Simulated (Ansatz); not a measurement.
ZnSnN2 in space group Pna2_1 (No. 33; Zn on 4a, Sn on 4a, N on 4a, N on 4a), LDA (plane waves, PAW; program Ansatz). The conduction-band minimum lies at Γ, with 1 equivalent valley. Second derivatives d²E/dk² of the lowest band at one valley (eV·Å²), along Cartesian directions:

| direction | d²E/dk² |
|---|---|
| [100] | 168.1 |
| [010] | 187.9 |
| [001] | 168.0 |
| [110] | 177.9 |
| [101] | 168.1 |
| [011] | 178.0 |

Question: Find the principal effective masses, the density-of-states mass and the conductivity mass.

Answer: Off-diagonal terms follow from H_xy = H[110] − (H_xx + H_yy)/2, and m*/mₑ = 7.620 eV·Å² over each eigenvalue: 0.041, 0.045, 0.045. One valley's DOS mass (m₁m₂m₃)^(1/3) = 0.044, conductivity mass 3/(Σ 1/mᵢ) = 0.044 mₑ.

Question: What effective density of states Nc follows at 300 K for parabolic valleys?

Answer: Nc = 2.509e19 × 1 × (0.044)^(3/2) ≈ 2.3e17 cm⁻³.

The LDA relaxation kept the symmetry of its start. Spin–orbit coupling is left out wherever it is not named.

Potentials: the later of the program's two PAW sets.

Edges and masses are those of Kohn–Sham bands, whose gap is no quasiparticle gap.
